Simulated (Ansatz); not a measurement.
## Relaxing a structure of TaN

The start is a relaxed TaN cell, doubled along one cell vector, shaken by Gaussian noise of σ = 0.08 Å a coordinate. Cell shape, volume and atoms are optimised at zero target pressure with PBEsol (plane waves to 420 eV, PAW, scalar-relativistic; Ansatz, a quantum-chemistry and plane-wave program). The first steps use a coarse 5×3×8 k-mesh.

The start:
```
CELL_PARAMETERS angstrom
      5.20070     0.00000     0.00000
     -5.20070     9.00789     0.00000
      0.00000     0.00000     2.90574
ATOMIC_POSITIONS crystal
  N  0.49723 0.00984 0.00475
  N  0.49269 0.48691 0.99511
  N  0.49212 0.25362 0.03698
  N  0.51630 0.76433 0.99566
  N  0.00236 0.24559 0.03260
  N  0.02284 0.74621 0.97767
  Ta 0.00402 0.00724 0.98468
  Ta 0.98028 0.48605 0.96741
  Ta 0.32683 0.33573 0.49727
  Ta 0.38343 0.85040 0.50524
  Ta 0.66513 0.16219 0.46005
  Ta 0.66104 0.67124 0.51166
```

Task: How large is the pressure on the unrelaxed cell, and of which sign?

Result: +7 GPa (positive: the cell is compressed).

Task: Which atoms feel the largest initial force, and how large is it?

Result: About 5.5 eV/Å, on Ta11 (atoms numbered as listed).

Task: How much energy is released per atom?

Result: 0.61 eV/atom.

Task: How does the volume change?

Result: -1.2 %, from 11.34 to 11.21 Å³/atom.

Task: Is the parent structure recovered?

Result: It does not go back: it reaches P-62m (No. 189), 0.45 eV/atom below the parent.

Task: How do the shortest distances between atoms change?

Result: The closest pairs of elements (up to four, under 3.6 Å), start → end: N–Ta 1.91 → 2.04 Å; N–N 2.43 → 2.76 Å; Ta–Ta 2.82 → 2.90 Å.

Task: Is the relaxed structure metallic? Give its gap.

Result: No gap (metallic).

Task: Write out the relaxed structure.

Result: 
Space group P-62m (No. 189); a = b = 5.1781 Å, c = 2.8958 Å, α = β = 90.00°, γ = 120.00°

| atom | site | symmetry | x | y | z |
|---|---|---|---|---|---|
| N | 3f | m2m | 0.0000 | 0.6065 | 0.0000 |
| Ta | 1a | -62m | 0.0000 | 0.0000 | 0.0000 |
| Ta | 2d | -6.. | 0.3333 | 0.6667 | 0.5000 |

Final values are on a 11×11×16 k-mesh of the relaxed cell. No spin polarisation in the result.

Of the parent cell (P6/mmm (No. 191)): The first start was generated by placing the elements on the sites of a structure type. A measured structure of TaN has the same space group, P6/mmm (No. 191); the sites were not compared with it. Another known form has space group No. 225.

The first start was generated by placing the elements on the sites of a structure type. A measured structure of TaN has the same space group, P-62m (No. 189); the sites were not compared with it. Another known form has space group No. 225.
